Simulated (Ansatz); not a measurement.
Zr₂C:
Space group P4/nmm, origin choice 1 (No. 129); a = b = 3.602 Å, c = 6.904 Å, α = β = γ = 90.00°

```
atom  site  symmetry       x       y       z
----  ----  --------  ------  ------  ------
Zr      2a      -4m2  0.0000  0.0000  0.0000
Zr      2c       4mm  0.5000  0.0000  0.3698
C       2c       4mm  0.0000  0.5000  0.2708
```

Relaxed with PBEsol.

Problem. Decompose the optical modes at the zone centre into irreducible representations, and say which are infrared and Raman allowed.

Solution. Point group 4/mmm: Γ_opt = 2A1g + 2A2u + B1g + 3Eg + 2Eu. Infrared: A2u, Eu. Raman: A1g, B1g, Eg.

Problem. Assign frequencies (DFPT, PBEsol in the plane-wave PAW code Ansatz).

Solution. Eu 122, B1g 123, Eg 176, A2u 224, Eg 238, Eu 244, A1g 252, Eg 307, A2u 412, A1g 412 cm⁻¹.

Subscripts of B labels follow the axes of the standard setting.

The cell is a constructed one: a structure type filled with these elements; neither database checked (COD, Materials Project) lists it. Its standing as an ambient phase is unchecked. The PBEsol relaxation kept the symmetry of its start; its stability against distortions is not shown here. No spin polarisation was allowed. As this level gives no gap, phonon frequencies hold no LO–TO term and depend on the k-mesh and smearing (Fermi–Dirac, 0.1 eV here).

Potentials: the earlier of the program's two PAW sets. The files were generated under PBE; for other functionals the program regenerates the frozen cores, and for LDA and PBEsol the local potential too.
